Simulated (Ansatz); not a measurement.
The elements of this relaxed trial crystal are hidden behind letters.

```
lattice vectors (Å)
   8.3495    0.0000    0.0000
  -4.1748    7.2309    0.0000
   0.0000    0.0000    3.3220
fractional positions
X 0.2029 0.4058 0.2500
X 0.5942 0.7971 0.2500
X 0.2029 0.7971 0.2500
X 0.7971 0.5942 0.7500
X 0.4058 0.2029 0.7500
X 0.7971 0.2029 0.7500
Z 0.3333 0.6667 0.7500
Z 0.6667 0.3333 0.2500
```

Computed with DFT PBE, scalar-relativistic, plane waves, PAW, and for the lanthanide a 4f-in-core norm-conserving potential (Ansatz). The final run on the 8-atom cell used 770 eV, a Γ-centred 6×6×12 mesh, 0.10 eV smearing and no spin polarisation.

- Space group: P6_3/mmc (No. 194)
- Conventional cell: a = 8.350 Å, c = 3.322 Å
- Volume per atom: 25.07 Å³
- Density: 8.33 g/cm³
- Energy over the elements: +0.22 eV/atom
- Gap on the 6×6×12 mesh of the 8-atom cell: 0 eV (a metal)

Energies are uncorrected and count from the elements' standard states at the same level.

Question: X is a lanthanide and Z is an s-block element of period 1. Which elements are they?

Answer: X = Er, Z = H, so the formula is Er3H. Density times volume gives a mean mass of 8.33 × 25.07/1.6605 = 125.8 u per atom, and this set has 125.7 u. Among the elements that the hints allow, noble gases aside, only these give it. Around Er lie 2 H at 2.51 Å and 8 Er at 3.27–3.37 Å; around H lie 6 Er at 2.51 Å.

A structure relaxed within its symmetry needn't be a true minimum.

The lanthanide is trivalent by construction, without f bands, f moments or other valences. The reference runs of the other elements, and any phases without the lanthanide, used 420 eV, which shifts energies against them by under 10 meV/atom. The lanthanide's reference is the lowest of its hcp, dhcp and fcc cells.
